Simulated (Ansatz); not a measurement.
Relaxed TiC (rock salt):

```xyz
4
Lattice="0.0000 4.3330 4.3330 2.1665 0.0000 2.1665 2.1665 2.1665 0.0000" Properties=species:S:1:pos:R:3 pbc="T T T"
C      0.0000     0.0000     0.0000
C      0.0000     2.1665     2.1665
Ti     2.1665     2.1665     2.1665
Ti     2.1665     4.3330     4.3330
```

In this cell atom 3 (Ti, nearest neighbour C at 2.167 Å; its periodic images, 3.1 Å or more away, move with it) is moved by s along Cartesian [111], unit vector (0.577, 0.577, 0.577); all other atoms and the cell stay fixed.

Calculation: PBE (plane waves to 420 eV, PAW, scalar-relativistic; Ansatz, a quantum-chemistry and plane-wave program). k mesh 15×15×15 (Γ-centred), Fermi-Dirac smearing 0.05 eV. The energy includes the smearing's −TS. With partly filled bands, energies and forces of such displacements shift with the k mesh and the smearing. TiC is run without spin polarisation. TiC was relaxed with its symmetry unable to fall. The zero of ΔE is the undisplaced structure.

The scan covers s from -0.430 to 0.430 Å in 11 points.

Task: Is the energy the same for equal positive and negative displacements?

Result: Even: the same for both signs. With its periodic images moving along, the atom's site symmetry in this cell is -3m.

Task: What is the force constant k = d²E/ds² of this move at s = 0?

Result: 11.7 eV/Å².

(A displaced cell: forces are minus the slopes of the energy, force constants its curvatures, and phonons follow from these.)
